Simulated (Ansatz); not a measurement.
The relaxed structure here is a generated cell of TiB2: the first start was made by placing the elements on the sites of a structure type, and the end was not matched to a known phase here, so it may be hypothetical. Known forms of TiB2 include space group No. 191.

A relaxed structure of TiB2. These are r2SCAN (plane waves to 500 eV, PAW, scalar-relativistic; Ansatz, a quantum-chemistry and plane-wave program) values and carry that method's errors.

```cif
data_B4Ti2
_chemical_formula_sum 'B4 Ti2'
_space_group_name_H-M_alt 'P 1'
_space_group_IT_number 1
_cell_length_a 3.03037
_cell_length_b 3.03037
_cell_length_c 7.12338
_cell_angle_alpha 90.000
_cell_angle_beta 90.000
_cell_angle_gamma 120.000
loop_
_space_group_symop_operation_xyz
  'x, y, z'
loop_
_atom_site_label
_atom_site_type_symbol
_atom_site_fract_x
_atom_site_fract_y
_atom_site_fract_z
_atom_site_occupancy
B1 B 0.33333 0.66667 0.04937 1
B2 B 0.66667 0.33333 0.54937 1
B3 B 0.00000 0.00000 0.09698 1
B4 B 0.00000 0.00000 0.59698 1
Ti1 Ti 0.33333 0.66667 0.35365 1
Ti2 Ti 0.66667 0.33333 0.85365 1
```

Task: Determine the symmetry and give the standard cell with its independent sites.

Result: Space group P6₃mc (No. 186); a = b = 3.030 Å, c = 7.123 Å, α = β = 90.00°, γ = 120.00°

```json
[
 {"atom": "B", "site": "2b", "symmetry": "3m.", "x": "0.3333", "y": "0.6667", "z": "0.0494"},
 {"atom": "B", "site": "2a", "symmetry": "3m.", "x": "0.0000", "y": "0.0000", "z": "0.0970"},
 {"atom": "Ti", "site": "2b", "symmetry": "3m.", "x": "0.3333", "y": "0.6667", "z": "0.3536"}
]
```

Task: Give the shortest distances between elements (the closest pairs, up to four, under 3.6 Å).

Result: B–B 1.78 Å; B–Ti 2.17 Å; Ti–Ti 3.03 Å.

The volume per atom is 9.44 Å³ and the band gap comes out as zero (metallic).

No spin polarisation in the result.

The run could not lose the symmetry of its start; a randomly shaken copy of 12 atoms returns to this structure.
